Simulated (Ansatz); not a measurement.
AlP:
```xyz
2
Lattice="-1.7686 1.7729 2.5041 1.7686 -1.7729 2.5041 1.7686 1.7729 -2.5041" Properties=species:S:1:pos:R:3 pbc="T T T"
Al     0.0000     0.0000     2.5041
P      0.0000     0.0000     0.0000
```

Relaxed with PBE+D3(BJ). Special points in fractions of this cell's reciprocal vectors: Γ (0.000, 0.000, 0.000); X (0.500, 0.500, -0.500); F2 (0.375, 0.625, -0.375); Σ0 (-0.375, 0.375, 0.375); Y0 (0.375, -0.375, 0.375); U0 (0.625, 0.375, -0.375); R (0.000, 0.500, 0.000); W (0.250, 0.250, 0.250); S (0.500, 0.000, 0.000); T (0.000, 0.000, 0.500).

Problem. List the band energies nearest the Fermi level at these points for plane-wave PAW PBE+D3(BJ) (Ansatz code).

Solution. In eV from the Fermi level; about four levels below and three above (degenerate sets whole), none deeper than 8.9 eV; points with the same levels are listed once.

```tsv
k	below	above
Γ	–	0.21 0.23 0.25
X	-6.31 -2.78 -2.74 -1.48	1.91 10.74 12.13
F2	-5.68 -5.62 -2.21	0.40 5.29 7.17
Y0	-5.69 -5.62 -2.18	0.42 5.21 7.21
R	-7.64 -0.47 -0.46	3.24 3.25 3.43
W	-5.08 -5.07 -4.89	3.17 5.01 6.86 6.86
S	-7.65 -0.45 -0.44	3.26 3.27 3.46
T	-6.31 -2.76 -2.76 -1.48	1.91 10.74 12.14 12.14
```

Space group Fm-3m (rock salt). The start of the workflow was typed in or built on a structure type; neither database checked (COD, Materials Project) lists it. It is not the phase usual at ambient conditions (space group No. 216). Symmetry was held in the PBE+D3(BJ) relaxation; its stability against distortions is not shown here. Point labels and valley counts follow the cell and symmetry of the run, lower than the named group.

Potentials: the earlier of the program's two PAW sets.
